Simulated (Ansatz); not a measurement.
GaSb:
```yaml
crystal:
  lattice:
    - [0.00000, 2.86925, 2.86925]
    - [2.86925, 0.00000, 2.86925]
    - [2.86925, 2.86925, 0.00000]
  atoms:
    - { symbol: Sb, position: [0.00000, 0.00000, 0.00000] }
    - { symbol: Ga, position: [0.50000, 0.50000, 0.50000] }
```

Relaxed with r²SCAN. Special points in fractions of this cell's reciprocal vectors: Γ (0.000, 0.000, 0.000); X (0.500, 0.000, 0.500); U (0.625, 0.250, 0.625); K (0.375, 0.375, 0.750); L (0.500, 0.500, 0.500); W (0.500, 0.250, 0.750).

Question: List the band energies nearest the Fermi level at these points for plane-wave PAW r²SCAN (Ansatz code).

Answer: In eV from the Fermi level; about four levels below and three above (degenerate sets whole), none deeper than 8.9 eV; points with the same levels are listed once.

| k | below | above |
|---|---|---|
| Γ | – | 0.06 0.06 0.06 |
| X | -5.44 -4.00 -2.62 -2.62 | 3.36 9.55 9.55 |
| U | -6.32 -4.86 -1.92 -0.67 | 5.79 6.53 7.78 |
| L | -7.82 | 0.44 0.44 2.25 2.25 |
| W | -8.89 -6.12 -4.35 -4.35 | 2.31 3.54 7.28 7.28 |

Space group Fm-3m (rock salt). A made-up cell: these elements were put on the sites of a structure type; neither database checked (COD, Materials Project) lists it. It is not the phase usual at ambient conditions (space group No. 216). The r²SCAN relaxation kept the symmetry of its start; its stability against distortions is not shown here. Spin–orbit coupling is left out wherever it is not named.

Potentials: the later of the program's two PAW sets.
